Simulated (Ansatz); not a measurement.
Input file for Ansatz (an electronic-structure program):

Ansatz 0.2 input:
```yaml
crystal:
  lattice:
    - [0.0, 2.1553627343, 2.1553627343]
    - [2.1553627343, 0.0, 2.1553627343]
    - [2.1553627343, 2.1553627343, 0.0]
  atoms:
    - { symbol: Be, position: [0.75, 0.75, 0.75] }
    - { symbol: Be, position: [0.25, 0.25, 0.25] }
    - { symbol: C, position: [0.0, 0.0, 0.0] }
kpoints:
  mp_grid: { grid: [8, 8, 8] }
hamiltonian:
  xc: hse06
  pseudopotentials: { kind: paw }
scf:
  n_extra_bands: 6
  occupations: { method: fixed }
output:
  eigenvalues: true
  eigenstates:
    e_range: [-9.0, 9.6]
    kpoints:
      - [0.0, 0.0, 0.0]  # VBM
      - [0.0, 0.5, 0.5]  # CBM
      - [0.0, 0.0, 0.0]  # GAMMA
      - [0.5, 0.0, 0.5]  # X
      - [0.5, 0.5, 0.5]  # L
      - [0.5, 0.25, 0.75]  # W
      - [0.375, 0.375, 0.75]  # K
      - [0.625, 0.25, 0.625]  # U
```

Output (shortened):

```
Pseudopotential: Be, paw, valence charge 2
Pseudopotential: C, paw, valence charge 4
Functional definition: HSE06
davidson cushion auto → on  (no smearing: the cushion is to keep the highest requested band from converging to the state above it …
Crystal: 3 atoms, lattice volume = 20.026 Å³
Basis set: ecut = 420 eV, 387 PW (Γ)
Bands: 10, of which v1, the nominal top of the filled ones, is band 4 counted from 1 (3 counted from 0)
Symmetry: 48 space group operations
Space group: Fm-3m (ITA 225), of the structure as read, at distance tolerance 2.7e-5 Å
k-points: 29 of 512
SCF iter   1: F=—  HF=-437.162855 eV  |F-HF|=—  |Δ(HF+E_count)|=         —  Δρ=6.62e-4  dr2=1.89e-5  ethr=1.77e-3  ⟨swp⟩=2.0  Hψ=2117  notcnv=0
preconditioner: auto → none
SCF iter   2: F=-437.163073 eV  HF=-437.163065 eV  |F-HF|=7.89e-6  |Δ(HF+E_count)|=   2.10e-4  Δρ=3.31e-4  dr2=3.77e-6  ethr=2.37e-7  ⟨swp⟩=3.7  Hψ=894  notcnv=0
SCF 1 stopped early in 2 iterations: F = -437.163073 eV  dr2 = 3.77e-6
Crystal: 3 atoms, lattice volume = 20.026 Å³
Exchange kernel: α = 0.2500, screened, ω = 0.2079 Å⁻¹, Wigner–Seitz truncation, v(0) = 1046.6966 eV·Å³, q-mesh 8×8×8, nearest image of the exchange supercell L …
Frozen-core exchange: fock
SCF iter   1: F=—  HF=-437.557353 eV  |F-HF|=—  |Δ(HF+E_count)|=         —  Δρ=5.12e-3  dr2=2.84e-3  ethr=4.71e-7  ⟨swp⟩=6.3  Hψ=1532  notcnv=0
preconditioner: auto → none
SCF iter   2: F=—  HF=-437.556255 eV  |F-HF|=—  |Δ(HF+E_count)|=   1.10e-3  Δρ=2.45e-3  dr2=6.56e-4  ethr=4.71e-7  ⟨swp⟩=3.1  Hψ=991  notcnv=0
SCF iter   3: F=—  HF=-437.557668 eV  |F-HF|=—  |Δ(HF+E_count)|=   1.41e-3  Δρ=6.75e-4  dr2=1.13e-4  ethr=4.71e-7  ⟨swp⟩=3.4  Hψ=997  notcnv=0
SCF iter   4: F=—  HF=-437.557634 eV  |F-HF|=—  |Δ(HF+E_count)|=   3.40e-5  Δρ=2.54e-4  dr2=1.95e-5  ethr=4.71e-7  ⟨swp⟩=3.0  Hψ=921  notcnv=0
iter 5 solved again at ethr=3.43e-9 eV; its pass at ethr=1.85e-7 eV (dr2=2.75e-7 eV) is discarded
SCF iter   5: F=-437.557628 eV  HF=-437.557628 eV  |F-HF|=2.14e-7  |Δ(HF+E_count)|=   5.42e-6  Δρ=3.94e-5  dr2=1.29e-6  ethr=3.43e-9  ⟨swp⟩=2.1  Hψ=1398  notcnv=0
SCF 2 stopped early in 5 iterations: F = -437.557628 eV  dr2 = 1.29e-6
hybrid outer 1: dexx = +1.811e-3 eV, tail = 4.43e-6 eV
Crystal: 3 atoms, lattice volume = 20.026 Å³
Exchange kernel: α = 0.2500, screened, ω = 0.2079 Å⁻¹, Wigner–Seitz truncation, v(0) = 1046.6966 eV·Å³, q-mesh 8×8×8, nearest image of the exchange supercell L …
Frozen-core exchange: fock
SCF iter   1: F=—  HF=-437.557641 eV  |F-HF|=—  |Δ(HF+E_count)|=         —  Δρ=3.06e-5  dr2=2.18e-7  ethr=2.77e-7  ⟨swp⟩=2.1  Hψ=699  notcnv=0
preconditioner: auto → none
iter 2 solved again at ethr=2.85e-11 eV; its pass at ethr=2.09e-9 eV (dr2=2.28e-9 eV) is discarded
SCF iter   2: F=-437.557641 eV  HF=-437.557641 eV  |F-HF|=3.02e-9  |Δ(HF+E_count)|=   4.39e-8  Δρ=7.35e-6  dr2=2.04e-8  ethr=2.85e-11  ⟨swp⟩=2.9  Hψ=1550  notcnv=0
SCF 3 converged in 2 iterations: F = -437.557641 eV  dr2 = 2.04e-8
hybrid outer 2: dexx = +8.541e-8 eV, tail = 4.17e-8 eV, Δε = 1.37e-3 eV (about 1.60e-4 eV left of the loop's levels)
NSCF: frozen V_eff on 8 k-points
hybrid SCF converged: 2 outer / 7 inner (+2 warm-up), last move |dexx| = 8.54e-8 eV, tail = 4.17e-8 eV
Stability not checked (fock_operator)
Free energy (F): -437.557641 eV
Frozen-core exchange: fock
Harris-Foulkes:  -437.557641 eV  (|F-HF|=3.02e-9)
Internal energy: -437.557641 eV  (E = F + TS)
E sigma→0 (E₀):  -437.557641 eV
Fermi energy:    9.264651 eV
--- Per-component energies (eV) ---
  E_band       = 16.766696
  E_kinetic    = 135.828844
  E_local      = -85.940358  (includes V_loc(G=0)·N_el)
  E_nonlocal   = 34.642651
  E_hartree    = 27.429903
  E_xc         = -73.257830
  E_vxc        = -84.069411  (∫ρ·V_xc dr)
  E_exx        = -14.846454  (= α·E_x^exact, valence–valence)
  E_paw        = -220.173963  (= ΣΔE_a)
  E_vpaw       = -8.862479  (= ΣTr[D̂ρ^β])
  E_aug_tail   = 0.000007  (compensation charges beyond the density's cutoff)
  E_ewald      = -241.206088
  E_core_change = -0.034353  (= ΣΔE_core)
  E_smearing   =  0.000000  (= −TS)
  E_closure    =  0.000000  (closes the sum)
  Σ components = -437.557641   (vs F -437.557641, Δ=0.00e0)
  [band-id]    e_kinetic+e_local+e_nonlocal+2·e_hartree+e_vxc+2·e_exx+e_vpaw+e_augmentation_tail = 16.766152   (vs E_band 16.766696, Δ=-5.44e-4)
--- Band table (eV; the first three rows and the last of 29) ---
  k-point 0: bands = ["-7.5265", "9.2647", "9.2647", "9.2647", "14.4237", "14.4237", "14.4237", "17.4087", "24.0276", "24.0276"]
  k-point 1: bands = ["-7.2506", "7.2154", "8.7885", "8.7885", "15.1153", "15.1153", "15.6237", "18.0289", "22.4945", "22.4945"]
  k-point 2: bands = ["-6.4421", "3.9126", "7.9859", "7.9859", "15.8764", "15.8764", "16.7072", "19.3621", "21.9984", "21.9984"]
  k-point 28: bands = ["-3.1579", "2.3903", "2.6727", "2.6727", "16.0600", "18.8394", "20.2100", "20.2100", "25.7015", "25.7015"]
```

Cost: about 50 core-seconds (a rough figure) on shared cores.

The points marked VBM and CBM come from a semilocal run.

Symmetry was held in the PBEsol relaxation.

Potentials: the later of the program's two PAW sets.

Ansatz is a plane-wave DFT program.
